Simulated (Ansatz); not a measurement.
**Course of a relaxation: Al5N**

The guess for Al5N was made by a generator: random cell by space group and Wyckoff sites (P4/mmm, No. 123). The dimensions are guesses.

```
Al N
1.0
     3.85153    0.00000    0.00000
     0.00000    3.85153    0.00000
     0.00000    0.00000    6.16000
Al N
5 1
Direct
  0.23533 0.23533 0.00000
  0.76467 0.76467 0.00000
  0.76467 0.23533 0.00000
  0.23533 0.76467 0.00000
  0.00000 0.00000 0.50000
  0.50000 0.50000 0.50000
```

Level of theory: Ansatz 0.2.0, DFT PBE, scalar-relativistic, plane waves, PAW. Cutoff 420 eV, Gaussian smearing, Γ-centred meshes. Cell and atoms relax first on a coarse mesh and then on a finer one. In between, the cell is made exact in the group found at 0.06 Å. In metals the finer mesh still leaves noise of several meV/atom or more. The steps can't lower the symmetry of their start. No spin polarisation in the relaxation; trial moments died out in a coarse test.

Steps on the 4×4×4 mesh (6 atoms, 23 steps). The free energy counts from the last step; some steps are skipped; the plane-wave basis is renewed at times, which shifts energy and pressure.

| step | ΔF (meV/atom) | V (Å³/atom) | P (GPa) | largest force component (eV/Å) |
| --- | --- | --- | --- | --- |
| 1 | 3991.2 | 15.23 | 74.46 | 7.528 |
| 3 | 2162.1 | 17.91 | 30.27 | 1.064 |
| 6 | 1106.6 | 19.59 | 4.76 | 0.105 |
| 8 | 765.6 | 18.57 | 1.41 | 0.042 |
| 11 | 422.2 | 16.14 | 2.67 | 0.006 |
| 13 | 265.9 | 14.63 | 6.97 | 0.666 |
| 16 | 239.0 | 15.40 | -0.05 | 0.013 |
| 18 | 10.6 | 16.00 | 1.89 | 0.028 |
| 21 | 0.1 | 16.24 | 0.17 | 0.030 |
| 23 | 0.0 | 16.25 | -0.05 | 0.014 |

The relaxed structure, after a last relaxation on the converged mesh:

```yaml
crystal:
  lattice:
    - [5.86943, 0.00000, 0.00000]
    - [0.00000, 5.86943, 0.00000]
    - [0.00000, 0.00000, 2.85070]
  atoms:
    - { symbol: Al, position: [0.27688, 0.27688, 0.00000] }
    - { symbol: Al, position: [0.72312, 0.72312, 0.00000] }
    - { symbol: Al, position: [0.72312, 0.27688, 0.00000] }
    - { symbol: Al, position: [0.27688, 0.72312, 0.00000] }
    - { symbol: Al, position: [0.00000, 0.00000, 0.50000] }
    - { symbol: N, position: [0.50000, 0.50000, 0.50000] }
```

The symmetry stays P4/mmm (No. 123). The volume per atom grows by 7.5 %, from 15.2 to 16.4 Å³. The shortest distance goes from 1.81 Å (Al–Al) to 2.34 Å (Al–N). The ratio c/a of the conventional cell changes by a factor of 0.30. The energy falls by about 4.0 eV/atom (the start's value is from the coarse mesh). Al on a site of symmetry m2m has 2 N at 2.34 Å and 6 Al at 2.62–2.85 Å; around Al on a site of symmetry 4/mmm lie 10 Al at 2.70–2.85 Å; around N lie 8 Al at 2.34 Å and 2 N at 2.85 Å.

```json
{"Volume per atom": "16.37 Å³", "Density": "2.52 g/cm³", "Formation energy": "+0.39 eV/atom", "Gap on the 6×6×14 mesh of the 6-atom cell": "0 eV (a metal)"}
```

The zero of energy is the elements' standard structures at the same level (N₂ as a molecule); no fitted shifts are applied.

The last run used Gaussian smearing of 0.10 eV. A structure relaxed within its symmetry needn't be a true minimum. In all, the 4 runs took 77 s on 1 thread of AMD EPYC 7R43 64-Core Processor (Zen 3), on a shared host.
